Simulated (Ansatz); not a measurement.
What settings do to one calculation: Bi started on a Sn site next to a Sn vacancy in rutile SnO2, 11 atoms, charge 0

Ansatz (PAW, plane waves), atoms fixed. The base input:

```yaml
crystal:
  lattice:
    - [4.769046, 0.000000, 0.000000]
    - [0.000000, 4.769046, 0.000000]
    - [0.000000, 0.000000, 6.424202]
  atoms:
    - { symbol: Sn, position: [0.997668, 0.001494, 0.000533] }
    - { symbol: Sn, position: [0.002251, 0.000586, 0.500088] }
    - { symbol: Bi, position: [0.506532, 0.498485, 0.249699], spin: 0.333 }
    - { symbol: O, position: [0.311020, 0.302718, 0.994248], spin: 0.333 }
    - { symbol: O, position: [0.312032, 0.299917, 0.495243], spin: 0.333 }
    - { symbol: O, position: [0.695929, 0.692951, 0.001035], spin: 0.333 }
    - { symbol: O, position: [0.691843, 0.698017, 0.497324], spin: 0.333 }
    - { symbol: O, position: [0.197702, 0.800844, 0.252671], spin: 0.333 }
    - { symbol: O, position: [0.197117, 0.805468, 0.755322], spin: 0.333 }
    - { symbol: O, position: [0.810921, 0.188214, 0.248545], spin: 0.333 }
    - { symbol: O, position: [0.802644, 0.187919, 0.752215], spin: 0.333 }
kpoints:
  mp_grid: { grid: [2, 2, 2], shift: [0.5, 0.5, 0.5] }
hamiltonian:
  xc: pbesol
magnetization:
  spin_polarized: true
scf:
  occupations: { method: fermi_dirac, width: 0.01 }
output:
  forces: true
  eigenvalues: true
  stress: true
  populations: true
```

Command:

```sh
ansatz run in.yaml --threads 8 --pin off --max-ram 13300MiB --runs-dir r --events-out ev --progress --plain
```

It converged in 22 iterations and 2.7 s of wall time on 8 threads of a Neoverse-V1 processor, on a host shared with other runs; peak host memory 0.6 GiB; largest force component 0.92 eV/Å, pressure 2.99 GPa. The cutoff was the default, 420 eV. The base isn't a converged reference: it has few k points, and its atoms are unrelaxed. Each run below changes the keys shown and caps the iterations.

| run | changed | ending | iterations | free energy less the base (meV per atom) | rms change of forces (eV/Å) | change of pressure (GPa) | wall time (s, shared host) |
| --- | --- | --- | --- | --- | --- | --- | --- |
| 1 | mixing beta 0.03, accuracy low (cutoff and grids as in the base), max_iter 80, total_charge 2 | converged | 61 | other zero | 0.421 | 5.29 | 6.5 CPU |
| 2 | max_iter 9, width 1.0 eV | not converged | – | – | – | – | – |
| 3 | width 0.03 eV, max_iter 90 | converged | 25 | -0.8 | 0.027 | 0.02 | 2.7 CPU |
| 4 | occupations tetrahedron, initial_magnetization 1, xc r2scan, max_iter 100 | converged | 27 | other zero | 0.288 | -1.30 | 11 CPU |
| 5 | initial_magnetization 4, max_iter 80 | converged | 28 | 0.0 | 0.000 | 0.00 | 3 CPU |
| 6 | occupations tetrahedron, max_iter 70 | converged | 25 | 0.0 | 0.004 | 0.00 | 2.9 CPU |
| 8 | max_iter 50, total_charge -2 | converged | 20 | other zero | 0.777 | -3.59 | 2.8 CPU |

«Other zero»: another functional, charge or dispersion term moves the zero of energy, so the difference says nothing of accuracy.

Runs lost to time or memory, or doubtful for a known weakness of the program, are left out.

Question: Which changes leave the result alone, and which of the same physical model moves the forces most?

Answer: The forces move by under 0.002 eV/Å in run 5. Run 3 (width 0.03 eV, max_iter 90) moves them most among the runs with the same functional, charge and dispersion term, by 0.027 eV/Å.

Question: Why did some runs give no result?

Answer: - run 2: did not converge after 9 iterations: magnetization_residual = 1.23e-2 (threshold 1.00e-7), under the density mixer `msr1`, which `scf.mixing.algorithm: auto` chose by the deck's other keys (type `scf.mixing.algorithm: msr1` to keep it);
